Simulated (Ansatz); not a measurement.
A geometry of TiC away from equilibrium: step 2 of the relaxation of a relaxed TiC cell displaced along its unstable phonon at q = (½, 0, 0) of its primitive reciprocal cell (307i cm⁻¹), largest move 0.15 Å. Method: r2SCAN (plane waves to 500 eV, PAW, scalar-relativistic; Ansatz, a first-principles code). Γ-centred k-mesh 6×12×11 on the run's cell (coarser than for final values), Fermi–Dirac smearing 0.05 eV.

```xyz
4
Lattice="5.2113 0.0000 0.0000 0.0000 2.6220 0.0000 0.0000 0.0000 2.9029" Properties=species:S:1:pos:R:3:forces:R:3 pbc="T T T" free_energy=-5511.649 pressure_GPa=-0.5
C      1.3028     1.3110     1.4515    0.0000    0.0000    0.0000
C      3.9085     1.3110     1.4515    0.0000    0.0000    0.0000
Ti     0.0000    -0.2474     0.0000    0.0000   -1.7202    0.0000
Ti     2.6057     0.2474     0.0000    0.0000    1.7202    0.0000
```

Positions in Å, forces in eV/Å, free energy of the cell in eV (comparable only within this code, potentials and settings). Largest force: 1.72 eV/Å, on Ti3, Ti4 (atoms numbered as listed); the geometry lies 0.23 eV/atom above the end of its relaxation.

No spin polarisation in the result.

The run could not lose the symmetry of its start, so the end can be a saddle point.

The end of the path is a generated cell of TiC: the first start was made by placing the elements on the sites of a structure type, and the end was not matched to a known phase here, so it may be hypothetical. Known forms of TiC include space group No. 225.
